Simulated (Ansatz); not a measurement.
SiC:
```
CELL_PARAMETERS angstrom
      0.00000     2.18987     2.18987
      2.18987     0.00000     2.18987
      2.18987     2.18987     0.00000
ATOMIC_POSITIONS crystal
  C  0.75000 0.75000 0.75000
  Si 0.00000 0.00000 0.00000
```

x, y and z are the axes in which the lattice vectors are written.

Problem. Give the high-frequency dielectric tensor and the Born effective charge tensors of the independent atoms from DFPT, plane-wave PAW PBE (Ansatz code).

Solution. 
ε∞:
```
7.01  0.00  0.00
0.00  7.01  0.00
0.00  0.00  7.01
```
Z* of atom 1 (C), rows: field, columns: displacement, in e:
```
-2.70   0.00   0.00
 0.00  -2.70   0.00
 0.00   0.00  -2.70
```
Z* of atom 2 (Si), rows: field, columns: displacement, in e:
```
2.70  0.00  0.00
0.00  2.70  0.00
0.00  0.00  2.70
```

Static charges for comparison (Bader): C1 -2.75, Si2 +2.75 e. Born charges measure polarisation by displacement and can exceed these by far.

Space group F-43m (zinc blende). Symmetry was held in the PBE relaxation.

Potentials: the later of the program's two PAW sets.
